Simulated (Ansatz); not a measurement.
Input:

AlSiCN:
```cif
data_C3Al3N3Si3
_chemical_formula_sum 'Al3 N3 Si3 C3'
_space_group_name_H-M_alt 'R3m :H'
_space_group_IT_number 160
_space_group_name_Hall 'R 3 -2"'
_cell_length_a 3.11447
_cell_length_b 3.11447
_cell_length_c 15.22178
_cell_angle_alpha 90.000
_cell_angle_beta 90.000
_cell_angle_gamma 120.000
loop_
_atom_site_label
_atom_site_type_symbol
_atom_site_symmetry_multiplicity
_atom_site_Wyckoff_symbol
_atom_site_fract_x
_atom_site_fract_y
_atom_site_fract_z
_atom_site_occupancy
Al1 Al 3 a 0.00000 0.00000 0.00491 1
N1 N 3 a 0.00000 0.00000 0.87282 1
Si1 Si 3 a 0.00000 0.00000 0.49334 1
C1 C 3 a 0.00000 0.00000 0.37890 1
```
(The calculation used a cell of 4 atoms; values per cell refer to that cell.)

This is the PBEsol-relaxed structure.

Question: All from the program Ansatz at the PBEsol level (PAW), unless another level is named. Give the bulk modulus (Birch–Murnaghan fit).

Answer: 185 GPa.

Question: Give the highest zone-centre frequency.

Answer: 952 cm⁻¹.

The start of the workflow was typed in or built on a structure type; neither database checked (COD, Materials Project) lists it. Its standing as an ambient phase is unchecked. Symmetry was held in the PBEsol relaxation; whether a distortion lowers the energy is not shown. A small band overlap can be real or an error of a semilocal functional. As this level gives no gap, phonon frequencies hold no LO–TO term and depend on the k-mesh and smearing (Fermi–Dirac, 0.1 eV here).

Potentials: the earlier of the program's two PAW sets. The files were generated under PBE; for other functionals the program regenerates the frozen cores, and for LDA and PBEsol the local potential too.
